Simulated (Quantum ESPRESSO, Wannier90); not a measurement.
**WO3 (ReO3 type), plane waves to Wannier functions**

```xyz
4
Lattice="3.8062 0.0000 0.0000 0.0000 3.8062 0.0000 0.0000 0.0000 3.8062" Properties=species:S:1:pos:R:3 pbc="T T T"
W      0.0000     0.0000     0.0000
O      0.0000     0.0000     1.9031
O      1.9031     0.0000     0.0000
O      0.0000     1.9031     0.0000
```

Materials Project entry mp-19390; symmetrised, unrelaxed at this level. Not found in the COD (Crystallography Open Database) copy used, which has the formula in other groups; not checked further. Computed values, not measurements, from PBEsol: Quantum ESPRESSO (norm-conserving PseudoDojo potentials, cutoff 68 Ry, spinors with spin-orbit coupling) on a Γ-centred 6×6×6 mesh, then Wannier90. Density: 8×8×8 mesh, Gaussian smearing 0.01 Ry.

The plane-wave run has 66 bands and 32 electrons a cell. On the energy scale of pw.x, whose zero is arbitrary, the valence-band maximum lies at 5.93 eV.

Isolated groups of bands, relative to the valence-band maximum (bands from 33 on overlap up to the last one computed):

```json
[
 {"bands": "1–2", "from (eV)": "-74.54", "to (eV)": "-74.54", "filling": "filled", "weight on atomic waves": "W 5s 97 %"},
 {"bands": "3–4", "from (eV)": "-46.00", "to (eV)": "-45.98", "filling": "filled", "weight on atomic waves": "W 5p 98 %"},
 {"bands": "5–8", "from (eV)": "-36.32", "to (eV)": "-36.20", "filling": "filled", "weight on atomic waves": "W 5p 96 %"},
 {"bands": "9–14", "from (eV)": "-18.32", "to (eV)": "-15.99", "filling": "filled", "weight on atomic waves": "O 2s 82 %, W 5d 10 %, W 6s 5 %"},
 {"bands": "15–32", "from (eV)": "-7.18", "to (eV)": "0.00", "filling": "filled", "weight on atomic waves": "O 2p 80 %, W 5d 17 %"}
]
```

Input w.win, without the blocks of cell, atoms and k-points (216 lines):

```
num_bands = 52
num_wann = 28
exclude_bands = 1-14
spinors = true
num_iter = 1000
conv_tol = 1.0e-6
conv_window = 4
dis_num_iter = 1000
dis_conv_tol = 1.0e-6
dis_froz_max = 7.85
write_hr = true
write_u_matrices = true
begin projections
f=0.00357,-0.01146,0.00534: d
f=-0.00104,-0.00886,0.49035: p
f=0.48963,-0.00341,-0.00730: p
end projections
mp_grid = 6 6 6
```

Question: This input has a fault. Which, and what does the program do?

Answer: wannier90.x -pp stops with:
```
w90_readwrite_get_projections: too few projection functions defined
```
The projections block defines fewer trial orbitals than num_wann. Mended as below, all else unchanged, the run goes through (Ω_I = 22.2 Å²) and follows the plane-wave bands to 1.6 meV rms (states up to 1.4 eV relative to the valence-band maximum).
```
f=-0.00259,0.49170,0.00985: p
```
